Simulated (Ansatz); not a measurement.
Level of theory: DFT PBE, scalar-relativistic, plane waves, PAW in Ansatz. Plane waves to 420 eV, an 8×8×8 mesh through Γ for the 5-atom cell and 0.10 eV Gaussian smearing; collinear spin.

Formation energies are uncorrected and count from the elements' standard states at the same level.

Problem. Give a relaxed trial structure of a tetragonal metal that holds Rb and 1 more element, with a formation energy near −0.53 eV/atom, about 23 Å³ per atom and a net moment near 0.6 μB per atom, in a cell of 5 atoms.

Solution. RbO4, space group P4/mmm (No. 123). Around Rb lie 8 O at 3.01 Å; around O lie 1 O at 1.27 Å and 2 Rb at 3.01 Å.

```cif
data_structure
_symmetry_space_group_name_H-M 'P 1'
_symmetry_Int_Tables_number 1
_cell_length_a 4.8850
_cell_length_b 4.8850
_cell_length_c 4.7969
_cell_angle_alpha 90.000
_cell_angle_beta 90.000
_cell_angle_gamma 90.000
_cell_volume 114.47
loop_
_atom_site_label
_atom_site_type_symbol
_atom_site_fract_x
_atom_site_fract_y
_atom_site_fract_z
_atom_site_occupancy
Rb1 Rb 0.00000 0.00000 0.00000 1
O1 O 0.50000 0.00000 0.36732 1
O2 O 0.00000 0.50000 0.63268 1
O3 O 0.50000 0.00000 0.63268 1
O4 O 0.00000 0.50000 0.36732 1
```

- Volume per atom: 22.89 Å³
- Density: 2.17 g/cm³
- Energy over the elements: −0.53 eV/atom
- Gap on the 8×8×8 mesh of the 5-atom cell: 0 eV (a metal)
- Net moment per atom: 0.60 μB
- Moment by site: O 0.4 (×4) μB

The structure comes from a generated guess, relaxed at this level; another structure or a mixture of phases may lie lower. The answer needn't be unique; the calculation gave this one.

Another magnetic order may lie lower. Symmetry constrained the relaxation, so the result can be a saddle point. Site moments count only spheres around the atoms; the net moment includes the space between them.
